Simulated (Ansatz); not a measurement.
ZrGe: from a starting cell to a relaxed one

The relaxed structure here is a generated cell of ZrGe: the first start was made by placing the elements on the sites of a structure type, and the end was not matched to a known phase here, so it may be hypothetical.

The start is a generated cell, ZrGe built in the TiAs structure type. The cell and all atomic positions are relaxed at zero pressure with r2SCAN (plane waves to 500 eV, PAW, scalar-relativistic; Ansatz, a first-principles code). First-step values are on the input's coarse k-mesh.

Ansatz input (later rounds restart from its end on a renewed k-mesh):
Ansatz 0.2 input:
```yaml
crystal:
  lattice:
    - [3.8751808, 0, 0]
    - [-1.9375904, 3.356005, 0]
    - [0, 0, 13.073413]
  atoms:
    - { symbol: Zr, position: [0.33333333, 0.66666667, 0.125] }
    - { symbol: Zr, position: [0.66666667, 0.33333333, 0.625] }
    - { symbol: Zr, position: [0.66666667, 0.33333333, 0.875] }
    - { symbol: Zr, position: [0.33333333, 0.66666667, 0.375] }
    - { symbol: Ge, position: [0, 0, 0] }
    - { symbol: Ge, position: [0, 0, 0.5] }
    - { symbol: Ge, position: [0.33333333, 0.66666667, 0.75] }
    - { symbol: Ge, position: [0.66666667, 0.33333333, 0.25] }
basis: { ecutwfc: 500, ecutrho_ratio: 4, xc_grid: 4, fft_grid_basis: typed }
kpoints: { mp_grid: { grid: [7, 7, 2] } }
hamiltonian:
  xc: r2scan
  dispersion: none
  pseudopotentials: { kind: paw }
scf: { occupations: { method: fermi_dirac, width: 0.05 } }
relax: { f_tol: 0.01, max_steps: 100, cell: { stress_tol: 0.02 } }
output: { forces: true, stress: true }
```

Problem. What is the largest force in the starting geometry, and on which atom (counted from 1)?

Solution. About 1.1 eV/Å, on Zr1, Zr2, Zr3, Zr4 (atoms numbered as listed).

Problem. How much energy is released per atom?

Solution. 0.02 eV/atom.

Problem. How does the volume per atom move from start to end?

Solution. -1.5 %, from 21.25 to 20.93 Å³/atom.

Problem. What band gap does the relaxed structure have at this level?

Solution. Zero (metallic).

The space group stays P6₃/mmc (No. 194) (the run could not lower it); the end is AFLOW prototype AB_hP8_194_ad_f (B_i, as in TiAs), with 8 atoms in the primitive cell. Final values are on a 14×14×4 k-mesh of the relaxed cell. No spin polarisation in the result.

The run could not lose the symmetry of its start; a randomly shaken copy of 8 atoms returns to this structure.
